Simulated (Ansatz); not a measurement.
One crystal and one scan (scan of one atom of the cell) at two levels, PBE (plane waves to 420 eV, PAW, scalar-relativistic; Ansatz, an electronic-structure program) and PBEsol (plane waves to 420 eV, PAW, scalar-relativistic; Ansatz), each from its own relaxed cell and on its own mesh.

The crystal is SiO$_{2}$ (rutile); one O atom of a 6-atom cell moves by s along Cartesian x, with its periodic images.

Energies are smeared free energies. SiO2 was relaxed with its symmetry unable to fall. The PAW data are Ansatz's earlier set. Both scans cover s from -0.180 to 0.180 Å.

```
quantity                                                          run 1  run 2
----------------------------------------------------------------  -----  -----
Lattice constant a (Å)                                            4.236  4.195
Lattice constant c (Å)                                            2.690  2.678
Relaxed volume (Å³/atom)                                           8.04   7.85
Band gap of the relaxed cell, no spin-orbit coupling (eV)          5.05   5.36
Energy at s = 0.180 Å (meV/cell)                                    333    351
Force along the line at s = -0.180 Å (eV/Å)                       3.678  3.825
Force constant k = d²E/ds² at s = 0 (finite differences) (eV/Å²)  20.54  21.53
```

**Question.** Which run is which level?

**Answer.** Run 1 is PBE, run 2 is PBEsol. PBE gives the higher value for: lattice constant a; lattice constant c; relaxed volume. PBE gives the lower value for: band gap of the relaxed cell, no spin-orbit coupling; energy at s = 0.180 Å; force along the line at s = -0.180 Å; force constant k = d²E/ds² at s = 0. Both give the same shape of the curve: a single well with its minimum at or next to zero displacement. Neither level is exact: the differences show how much the result hangs on the functional.

(For displaced atoms, the force is minus the slope of the energy, and its curvature is a force constant, which sets phonon frequencies.)
